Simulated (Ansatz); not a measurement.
**Calculated with Ansatz: TlGaSe2, settings compared**

input.yaml:

```yaml
crystal:
  lattice:
    - [0.0, 0.0, 6.394566]
    - [4.012423, -4.012423, 3.197283]
    - [4.012423, 4.012423, -3.197283]
  atoms:
    - { symbol: Tl, position: [0.25, 0.0, 0.0] }
    - { symbol: Tl, position: [0.75, 0.0, 0.0] }
    - { symbol: Ga, position: [0.75, 0.5, 0.5] }
    - { symbol: Ga, position: [0.25, 0.5, 0.5] }
    - { symbol: Se, position: [0.657, 0.5, 0.814] }
    - { symbol: Se, position: [0.157, 0.186, 0.5] }
    - { symbol: Se, position: [0.343, 0.5, 0.186] }
    - { symbol: Se, position: [0.843, 0.814, 0.5] }
  symmetry: { tolerance: 0.0003 }
kpoints:
  mp_grid: { grid: [4, 4, 4], shift: [0, 0, 0] }
magnetization:
  spin_polarized: false
scf:
  occupations: { method: cold, width: 0.2825 }
hamiltonian:
  pseudopotentials: { kind: paw }
  xc: pbesol
basis:
  ecutwfc: 420
output:
  forces: true
  stress: true
  eigenvalues: true
relax:
  max_steps: 40
  cell: {}
```

The command:

```bash
ansatz run input.yaml --threads 1 --pin off --max-ram 2560MiB --backend cpu --events-out ev --progress --plain --runs-dir out
```

Origin of the cell: a database entry, scaled a little.

Output of this run (shortened):

```
Pseudopotentials: kind: paw
Pseudopotential: Tl, paw, valence charge 13, recommended cutoff 420 eV (normal), Tl.paw.azcp
Pseudopotential: Ga, paw, valence charge 13, recommended cutoff 420 eV (normal), Ga.paw.azcp
Pseudopotential: Se, paw, valence charge 16, recommended cutoff 420 eV (normal), Se.paw.azcp
Functional definition: PBEsol
  exchange = pbesol_x
  correlation = pbesol_c
Crystal: 8 atoms, lattice volume = 205.899 Å³
Basis set: ecut = 420 eV, 4007 PW (Γ), exchange–correlation on 90×90×90 points (8 copies of the dense FFT grid, shifted against one another)
Bands: 70, of which v1, the nominal top of the filled ones, is band 58 counted from 1 (57 counted from 0)
Symmetry: 16 space group operations
Space group: I4/mcm (ITA 140), of the structure as read, at distance tolerance 1.8e-3 Å
k-points: 13 of 64
[… 8 lines left out …]
Initial density: superposition of atomic densities (neutral atoms: chi_scale 0, normalization atom), corrected by the library's trained network
Functional: x = pbesol(κ = 0.804, μ = 0.123457), c = pbesol(β = 0.046)
SCF iter   1: F=—  HF=-51778.548128 eV  Δρ=2.70e-3  dr2=1.78e-2
SCF iter   2: F=—  HF=-51778.559056 eV  S|Δr|=   4.61e-2  Δρ=1.17e-3  dr2=3.63e-3
SCF iter   3: F=—  HF=-51778.566873 eV  S|Δr|=   2.29e-2  Δρ=4.95e-4  dr2=4.71e-4
SCF iter   4: F=—  HF=-51778.568180 eV  S|Δr|=   3.73e-3  Δρ=2.00e-4  dr2=7.28e-5
SCF iter   5: F=—  HF=-51778.568638 eV  S|Δr|=   1.28e-3  Δρ=5.59e-5  dr2=6.70e-6
[… 3 lines left out …]
SCF iter   9: F=—  HF=-51778.758664 eV  Δρ=1.90e-4  dr2=1.15e-4
SCF iter  10: F=—  HF=-51778.758642 eV  S|Δr|=   2.07e-7  Δρ=6.36e-5  dr2=1.48e-5
SCF iter  11: F=—  HF=-51778.758638 eV  S|Δr|=   3.50e-7  Δρ=2.82e-5  dr2=2.50e-6
SCF iter  12: F=—  HF=-51778.758636 eV  S|Δr|=   8.94e-9  Δρ=8.78e-6  dr2=1.62e-7
SCF iter  13: F=-51778.758636 eV  HF=-51778.758636 eV  S|Δr|=   7.68e-9  Δρ=3.50e-6  dr2=3.10e-8
relax step   1: F+E_penalty+E_count = -51778.758637 eV  Δ(F+E_penalty+E_count) = +0.000e0 eV  max|allowed force component| = 5.193e-1 eV/Å  Δτ_max = 0.0000 Å  P = +1.280 GPa  Ω = 205.899 Å³ […]
relax step   2: F+E_penalty+E_count = -51778.846632 eV  Δ(F+E_penalty+E_count) = -8.799e-2 eV  max|allowed force component| = 3.254e-3 eV/Å  Δτ_max = 0.0828 Å  P = +0.169 GPa  Ω = 201.451 Å³ […]
relax step   3: F+E_penalty+E_count = -51778.858084 eV  Δ(F+E_penalty+E_count) = -1.145e-2 eV  max|allowed force component| = 3.450e-3 eV/Å  Δτ_max = 0.0029 Å  P = +0.036 GPa  Ω = 201.990 Å³ […]
relax step   4: F+E_penalty+E_count = -51778.858083 eV  Δ(F+E_penalty+E_count) = +6.682e-7 eV  max|allowed force component| = 5.027e-4 eV/Å  Δτ_max = 0.0016 Å  P = -0.001 GPa  Ω = 202.264 Å³ […]
relax step   5: F+E_penalty+E_count = -51778.857430 eV  Δ(F+E_penalty+E_count) = +6.530e-4 eV  max|allowed force component| = 5.337e-4 eV/Å  Δτ_max = 0.0000 Å  P = -0.002 GPa  Ω = 202.264 Å³  stress off target by 6.75e-3 GPa […]
SCF 5 converged in 16 iterations: F = -51778.857429 eV  dr2 = 1.71e-11
basis re-selected at this cell: Δ(F+E_penalty+E_count) = +6.530e-4 eV, ΔP = -0.001 GPa vs the last step (what re-selecting the basis moved, of the pressure what is left beyond the Pulay corre […]
SCF converged after 16 iterations
Stability not checked: this state was not tested for a lower state beside it, because cold or Methfessel-Paxton smearing, or corrected tetrahedra, fill the levels in a way that the test cannot read (fill_not_monotonic; […]
Free energy (F): -51778.857429 eV
F+E_penalty+E_count: -51778.857430 eV  (lagrangian_ev)
Harris-Foulkes:  -51778.857429 eV  (|F-HF|=7.28e-12)
Internal energy: -51778.857429 eV  (E = F + TS)
E sigma→0 (E₀):  -51778.857429 eV
Fermi energy:    8.199579 eV
Smearing:        width narrowed from 0.2825 eV (input) to 0.0359 eV after iteration 8, whose occupations did not sum to the number of electrons (Fermi level in a gap)
--- Per-component energies (eV) ---
  E_band       = -1660.817185
  E_kinetic    = 1370.061849
  E_local      = -16071.371230  (includes V_loc(G=0)·N_el)
  E_nonlocal   = -876.628936
  E_hartree    = 7604.406986
  E_xc         = -1008.457510
  E_vxc        = -793.230687  (∫ρ·V_xc dr)
  E_paw        = -31404.988628  (= ΣΔE_a)
  E_vpaw       = -498.459723  (= ΣTr[D̂ρ^β])
  E_aug_tail   = -0.002524  (compensation charges beyond the density's cutoff)
  E_ewald      = -11397.713724
  E_core_change = 5.836287  (= ΣΔE_core)
  E_smearing   = 0.000000  (= −TS)
  E_count      = -0.000001  (occupations off the electron count; not in F)
  Σ components = -51778.857429   (vs F -51778.857429, Δ=0.00e0)
--- Forces (eV/Å), atoms counted from 1 ---
  atom   1  Tl     0.000000     0.000000     0.000000
  atom   2  Tl    -0.000000    -0.000000    -0.000000
  atom   3  Ga    -0.000000     0.000000     0.000000
  atom   4  Ga     0.000000    -0.000000    -0.000000
  atom   5  Se     0.000534     0.000534     0.000000
  atom   6  Se    -0.000534     0.000534     0.000000
  atom   7  Se    -0.000534    -0.000534    -0.000000
  atom   8  Se     0.000534    -0.000534    -0.000000
  max |Σ_I F_I| component: 1.21e-17 eV/Å
--- Stress (GPa, compression-positive) ---
        0.000490      -0.000000       0.000000
       -0.000000       0.000490      -0.000000
        0.000000      -0.000000      -0.006745
  P = ⅓ Tr σ = -0.0019 GPa (-0.019 kbar)
--- Relaxed structure (4 steps of the walk, 4 accepted, 1 SCFs on fresh bases) ---
  F+E_penalty+E_count = -51778.857430 eV   max|allowed force component| = 5.337e-4 eV/Å   (the final SCF, on the basis selected at the relaxed cell)
  beside F it holds: electron-count term
  cell:  # Å, volume = 202.2640 Å³
    - [0.0, 0.0, 6.391343]
    - [3.977848, -3.977848, 3.195671]
    - [3.977848, 3.977848, -3.195671]
  atoms:
    - { symbol: Tl, position: [0.25, 2.026e-19, -2.229e-19] }
    - { symbol: Tl, position: [0.75, 2.026e-19, -2.229e-19] }
    - { symbol: Ga, position: [0.75, 0.5, 0.5] }
    - { symbol: Ga, position: [0.25, 0.5, 0.5] }
    - { symbol: Se, position: [0.663906, 0.5, 0.827811] }
    - { symbol: Se, position: [0.163906, 0.172189, 0.5] }
    - { symbol: Se, position: [0.336094, 0.5, 0.172189] }
    - { symbol: Se, position: [0.836094, 0.827811, 0.5] }
```

The same input was run again with these changes:

1. `scf.eigensolver.kind` default → davidson; `basis.precision` default → f64; typed moments: none
2. `scf.n_extra_bands` default → 8
3. `kpoints.mp_grid.grid` [4, 4, 4] → [2, 2, 2]; `scf.algorithm` default → direct_min
4. `scf.mixing` default → { algorithm: broyden, beta: 1.0, ndim: 1, preconditioner: none }; `scf.max_iter` default → 60

```tsv
run	end	SCF iterations	volume (Å³/atom)	max force component (eV/Å)	moment (μB)	ΔE(σ→0) (meV/atom)
base	converged	57	25.28	0.001	–	0
1	converged	59	25.28	0.001	–	0.00
2	converged	58	25.28	0.001	–	0.00
3	converged	33	25.27	0.001	–	11.33
4	SCF not converged	206	–	–	–	–
```

Energies are compared only where functional, datasets, charge and starting cell are the same.

Not properties of the system: run 3 (too coarse or loose: `kpoints.mp_grid.grid` = [2, 2, 2]).

Caveats of the base run: no spin-orbit coupling, though heavy elements are present; the relaxation held the start's symmetry, so the end may be a saddle point; wide smearing.

Run 3: the k mesh is coarse if the cell is a metal.

The base run ran for 97 s on 1 thread of Arm Neoverse V1 (shared host), peak memory 0.55 GiB, from the program's own first density.
